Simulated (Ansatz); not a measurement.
Relaxation of a relaxed SnO cell with every coordinate shifted by Gaussian noise of σ = 0.45 Å; 4 atoms in the cell, which starts as P1 (No. 1), aP4; a = 3.8075 Å, b = 3.8075 Å, c = 4.9415 Å, α = 90.00°, β = 90.00°, γ = 90.00°. Level of theory: r2SCAN (plane waves to 500 eV, PAW, scalar-relativistic; Ansatz, an electronic-structure program). Γ-centred k-mesh 6×6×5 on the run's cell (coarser than for final values), Fermi–Dirac smearing 0.05 eV. This is the first round of the run. 

The optimiser's lines from the output (shortened; P is positive under compression):

```
relax step   1: F+E_penalty+E_count = -13210.68921857 eV  Δ(F+E_penalty+E_count) = +0.000e0 eV  max|allowed force component| = 4.114e0 eV/Å  Δτ_max = 0.0000 Å  P = +10.274 GPa  Ω = 71.636 Å³  (11 SCF iters, dr2 threshold 1.00e-7 eV, accepted)
relax step   2: F+E_penalty+E_count = -13212.06593213 eV  Δ(F+E_penalty+E_count) = -1.377e0 eV  max|allowed force component| = 1.914e0 eV/Å  Δτ_max = 0.1989 Å  P = +0.892 GPa  Ω = 72.323 Å³  (10 SCF iters, dr2 threshold 4.00e-7 eV, accepted)
relax step   3: F+E_penalty+E_count = -13212.81558522 eV  Δ(F+E_penalty+E_count) = -7.497e-1 eV  max|allowed force component| = 1.859e0 eV/Å  Δτ_max = 0.1936 Å  P = -0.191 GPa  Ω = 70.378 Å³  (8 SCF iters, dr2 threshold 4.00e-7 eV, accepted)
relax step   4: F+E_penalty+E_count = -13213.57699377 eV  Δ(F+E_penalty+E_count) = -7.614e-1 eV  max|allowed force component| = 2.643e0 eV/Å  Δτ_max = 0.1953 Å  P = +0.796 GPa  Ω = 68.715 Å³  (9 SCF iters, dr2 threshold 4.00e-7 eV, accepted)
relax step   5: F+E_penalty+E_count = -13214.33835681 eV  Δ(F+E_penalty+E_count) = -7.614e-1 eV  max|allowed force component| = 2.195e0 eV/Å  Δτ_max = 0.1983 Å  P = +2.888 GPa  Ω = 67.743 Å³  (8 SCF iters, dr2 threshold 4.00e-7 eV, accepted)
relax step   6: F+E_penalty+E_count = -13214.74747442 eV  Δ(F+E_penalty+E_count) = -4.091e-1 eV  max|allowed force component| = 8.710e-1 eV/Å  Δτ_max = 0.2000 Å  P = -1.740 GPa  Ω = 70.276 Å³  (9 SCF iters, dr2 threshold 4.00e-7 eV, accepted)
relax step   7: F+E_penalty+E_count = -13214.49023925 eV  Δ(F+E_penalty+E_count) = +2.572e-1 eV  max|allowed force component| = 2.976e0 eV/Å  Δτ_max = 0.1935 Å  P = +7.585 GPa  Ω = 70.810 Å³  (8 SCF iters, dr2 threshold 4.00e-7 eV, rejected (line search))
relax step   8: F+E_penalty+E_count = -13214.80635447 eV  Δ(F+E_penalty+E_count) = -5.888e-2 eV  max|allowed force component| = 1.225e-1 eV/Å  Δτ_max = 0.0757 Å  P = -0.053 GPa  Ω = 71.670 Å³  (12 SCF iters, accepted)
relax step   9: F+E_penalty+E_count = -13214.81500219 eV  Δ(F+E_penalty+E_count) = -8.648e-3 eV  max|allowed force component| = 6.690e-3 eV/Å  Δτ_max = 0.0461 Å  P = -0.127 GPa  Ω = 72.223 Å³  (7 SCF iters, dr2 threshold 4.00e-7 eV, accepted)
relax step  10: F+E_penalty+E_count = -13214.81804477 eV  Δ(F+E_penalty+E_count) = -3.043e-3 eV  max|allowed force component| = 5.303e-3 eV/Å  Δτ_max = 0.0352 Å  P = -0.110 GPa  Ω = 71.964 Å³  (6 SCF iters, dr2 threshold 3.21e-7 eV, accepted)
relax step  11: F+E_penalty+E_count = -13214.81835829 eV  Δ(F+E_penalty+E_count) = -3.135e-4 eV  max|allowed force component| = 7.938e-4 eV/Å  Δτ_max = 0.0068 Å  P = -0.014 GPa  Ω = 71.679 Å³  (6 SCF iters, dr2 threshold 7.03e-8 eV, accepted)
relax step  12: F+E_penalty+E_count = -13214.81838761 eV  Δ(F+E_penalty+E_count) = -2.932e-5 eV  max|allowed force component| = 1.770e-3 eV/Å  Δτ_max = 0.0021 Å  P = +0.007 GPa  Ω = 71.624 Å³  (6 SCF iters, dr2 threshold 1.64e-9 eV, accepted)
relax step  13: F+E_penalty+E_count = -13214.81838489 eV  Δ(F+E_penalty+E_count) = +2.723e-6 eV  max|allowed force component| = 1.762e-3 eV/Å  Δτ_max = 0.0000 Å  P = +0.001 GPa  Ω = 71.624 Å³  stress off target by 5.12e-3 GPa  SCF on the basis re-selected at this cell (its energy is not comparable with the rows above)  (5 SCF iters)
```

From the first to the last row the energy changes by -1.03 eV/atom and the volume by 0.0 %. The last row is marked as not comparable with the walk above it, whose basis was carried along; it does compare with step 1, since both stand on a basis selected at the nominal cutoff for their own cell.

Step 7 was rejected by the optimiser.

Later rounds, restarted from the end of this one on a renewed k-mesh, logged 2 more steps and released under 0.01 eV/atom more. The final structure after all rounds: P4/nmm, origin choice 1 (No. 129), tP4, AFLOW prototype AB_tP4_129_a_c (B10, as in PbO); a = b = 3.8074 Å, c = 4.9410 Å, α = β = γ = 90.00°. Between re-selections the logged energies stand on a plane-wave basis carried along with the cell. No spin polarisation in the result.
